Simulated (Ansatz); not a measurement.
MgSe:
```
CELL_PARAMETERS angstrom
      0.00000     2.75420     2.75420
      2.75420     0.00000     2.75420
      2.75420     2.75420     0.00000
ATOMIC_POSITIONS crystal
  Se 0.00000 0.00000 0.00000
  Mg 0.50000 0.50000 0.50000
```

Relaxed with PBE.

Problem. Give the Bader charges and basin volumes of the independent atoms, the program Ansatz at the PBE level (PAW).

Solution. 

| atom | Bader charge (e) | Bader volume (Å³) |
|---|---|---|
| Se1 | -1.64 | 35.3 |
| Mg2 | +1.64 | 6.5 |

Space group Fm-3m (rock salt). The PBE relaxation kept the symmetry of its start.

Potentials: the later of the program's two PAW sets.
